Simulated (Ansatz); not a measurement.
MgS:
```
CELL_PARAMETERS angstrom
      0.00000     2.60245     2.60245
      2.60245     0.00000     2.60245
      2.60245     2.60245     0.00000
ATOMIC_POSITIONS crystal
  Mg 0.00000 0.00000 0.00000
  S  0.50000 0.50000 0.50000
```

Relaxed with r²SCAN. r²SCAN (plane waves, PAW; program Ansatz) gives a gap of 3.47 eV.

**Question.** What gap does HSE06 give on the same cell (Ansatz, PAW)?

**Answer.** 3.80 eV, 0.33 eV more. The hybrid was solved on a coarser mesh and at special points; its gap is the smallest among all of these.

```csv
k,v1 r²SCAN,c1 r²SCAN,v1 HSE06,c1 HSE06
Γ,0.00,4.64,___,___
X,-1.72,3.47,-1.84,3.80
L,-0.62,5.22,___,___
W,-2.34,5.92,___,___
K,-1.40,4.56,___,___
```

**Question.** Top valence (v1) and lowest conduction level (c1) in eV from each method's valence maximum (which need not be a listed point): supply the withheld HSE06 values.

**Answer.** 
- K, v1 HSE06: -1.48
- K, c1 HSE06: 4.95
- W, v1 HSE06: -2.51
- W, c1 HSE06: 6.39
- L, v1 HSE06: -0.65
- L, c1 HSE06: 5.56
- Γ, v1 HSE06: 0.00
- Γ, c1 HSE06: 4.82

Cost on shared cores: the r²SCAN run (SCF on a 9×9×9 mesh, then bands and DOS) about 13 core-seconds (a rough figure), the HSE06 run (SCF on 7×7×7, then a few points) very roughly 50 core-seconds; the tasks are unlike.

Space group Fm-3m (rock salt). Symmetry was held in the r²SCAN relaxation.

Potentials: the earlier of the program's two PAW sets.
